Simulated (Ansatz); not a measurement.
Relaxed-ion elastic tensor of SnSe2 (CdI2 type, P-3m1) in GPa (Voigt order), r²SCAN+D4 in the plane-wave PAW code Ansatz; density 5.76 g/cm³, 26.60 Å³ per atom.

|  | 1 | 2 | 3 | 4 | 5 | 6 |
|---|---|---|---|---|---|---|
| 1 | 110 | 29.2 | 10.9 | -0.8 | 0.0 | 0.0 |
| 2 | 29.2 | 110 | 10.9 | 0.8 | 0.0 | 0.0 |
| 3 | 10.9 | 10.9 | 24.7 | 0.0 | 0.0 | 0.0 |
| 4 | -0.8 | 0.8 | 0.0 | 8.0 | 0.0 | 0.0 |
| 5 | 0.0 | 0.0 | 0.0 | 0.0 | 8.0 | -0.8 |
| 6 | 0.0 | 0.0 | 0.0 | 0.0 | -0.8 | 40.3 |

Question: Is the crystal mechanically stable?

Answer: Yes: the smallest eigenvalue of C is 8.0 GPa.

Question: Work out the Voigt, Reuss and Hill averages.

Answer: K_V = 38.4, K_R = 22.1, K_H = 30.3; G_V = 24.2, G_R = 13.5, G_H = 18.8 GPa.

Question: Give Young's modulus, Poisson's ratio, Pugh's ratio and the universal anisotropy index.

Answer: E = 9KG/(3K + G) = 46.7 GPa; ν = 0.24; K/G = 1.61 (brittle by the Pugh limit of 1.75); A_U = 5G_V/G_R + K_V/K_R − 6 = 4.72.

Question: Estimate the sound speeds and the Debye temperature.

Answer: v_l = √((K + 4G/3)/ρ) = 3100 m/s, v_t = √(G/ρ) = 1810 m/s, mean 2000 m/s; Θ = (h/k)(3n/4πV)^(1/3) v_m = 200 K.

Question: How much does each axis shrink under pressure?

Answer: Linear compressibilities β_i = Σ_j S_ij (j = 1 to 3): x 4.3, y 4.3, z 37 per TPa.

The cell was relaxed with r²SCAN+D4 under the symmetry of its start; of distortions, only those at the zone centre were tested. Scalar-relativistic: spin–orbit coupling is off unless named, which matters more the heavier the elements.

Potentials: the later of the program's two PAW sets.
